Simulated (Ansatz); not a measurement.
CuI:
```xyz
2
Lattice="-2.1000 2.1000 2.9693 2.1000 -2.1000 2.9693 2.1000 2.1000 -2.9693" Properties=species:S:1:pos:R:3 pbc="T T T"
Cu     0.0000     0.0000     2.9693
I      0.0000     2.1000     1.4847
```

PBEsol in the plane-wave PAW code Ansatz gives a gap of 1.17 eV without spin–orbit coupling, maximum at Γ, minimum at Γ.

**Question.** What happens when spin–orbit coupling is switched on?

**Answer.** The gap decreases by 0.17 eV, to 1.00 eV; maximum on the N–Γ line, 98 % of the way from N, minimum at Γ.

Space group F-43m (zinc blende). Symmetry was held in the PBEsol relaxation. The run is not spin-polarised. Point labels and valley counts follow the cell and symmetry of the run, lower than the named group.

Potentials: the later of the program's two PAW sets.
